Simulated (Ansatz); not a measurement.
## SnSe: zone-centre modes

Level of theory: Ansatz 0.2.0, DFT r2SCAN, scalar-relativistic, plane waves, PAW. The runs took a 500 eV cutoff, a Γ-centred 6×6×2 mesh and Gaussian smearing (0.05 eV). No spin polarisation.

Reference structure (relaxed at this level; this form isn't the usual structure):

```xyz
8
Lattice="4.2861 0.0000 0.0000 0.0000 4.2861 0.0000 0.0000 0.0000 21.9797" Properties=species:S:1:pos:R:3 pbc="T T T"
Sn    2.1430    0.0000    4.0816
Sn    2.1430    0.0000   15.0714
Sn    0.0000    2.1430    6.9083
Sn    0.0000    2.1430   17.8981
Se    2.1430    0.0000    6.7597
Se    2.1430    0.0000   17.7496
Se    0.0000    2.1430    4.2301
Se    0.0000    2.1430   15.2200
```

The cell holds layers and no dispersion correction was added, so their binding is poorly described.

Harmonic modes by finite displacements of 0.02 Å, without the LO–TO term. The cell doubles the primitive one, so its zone centre also holds the primitive cell's point q = (0, 0, 1/2).

(1) At this geometry, is the structure stable against these modes?

(2) List the wavenumbers in cm⁻¹.

Results:

(1) No: 4 modes are unstable, the strongest at 62i cm⁻¹.

(2) 62i, 62i, 62i, 62i, 1i, 0, 0, 0, 0, 0, 19, 19, 19, 19, 55, 55, 96, 96, 96, 96, 175, 175, 203, 206.

Cost: 1 run of about 18 core-minutes, on Intel Xeon Processor @ 2.50GHz (Skylake/Cascade Lake) (shared hosts).